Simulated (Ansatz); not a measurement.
## Data sheet: SiSe$_{2}$ (DFT)

SiSe₂:
```
SiSe2
1.0
   -3.31089     5.62715     2.96651
    3.31089    -5.62715     2.96651
    3.31089     5.62715    -2.96651
Se Si
4 2
Direct
  0.89005   0.81097   0.70102
  0.39005   0.68903   0.07908
  0.60995   0.31097   0.92092
  0.10995   0.18903   0.29898
  0.75000   0.75000   0.00000
  0.25000   0.25000   0.00000
```

Space group Ibam (No. 72); conventional cell a = 6.6218 Å, b = 11.2543 Å, c = 5.9330 Å, α = β = γ = 90.00°.

Method: DFT-PBE in the program Ansatz with PAW potentials. Geometry: relaxed at this level of theory. Other levels are named where they apply.

### Cell and energy

```yaml
volume_per_atom: 36.85 Å³
density: 2.79 g/cm³
Formation energy from the elements (no fitted shifts): -0.46 eV/atom
```

### Electronic structure

```yaml
band_gap: 2.21 eV (indirect)
valence_band_maximum: off the standard path, at k = (0.281, -0.281, -0.292) in fractions of the reciprocal vectors
conduction_band_minimum: on the G0–X line, 33 % of the way from G0 (k = 0.375, 0.380, -0.380 in fractions of the reciprocal vectors) (2 equivalent valleys)
smallest_direct_gap_on_the_standard_path: 2.37 eV
electron_effective_mass: 1.1, 1.1, 1.3 mₑ (principal values)
hole_effective_mass: 0.99, 3.1, 13 mₑ (principal values)
```

### Mechanics

```yaml
Bulk modulus (Birch–Murnaghan fit): 1.1 GPa
Pressure derivative B′: 11.1
```

The PBE relaxation kept the symmetry of its start. The volume lies over 15 % above that of the usual cell of this phase: another minimum, or an error of the functional. A crystal of weakly bound chains computed without a dispersion correction: the cell and the soft elastic constants depend strongly on that. The references are the lowest solids computed at this level, not always the standard phases. Spin–orbit coupling is left out wherever it is not named.

Potentials: the later of the program's two PAW sets.
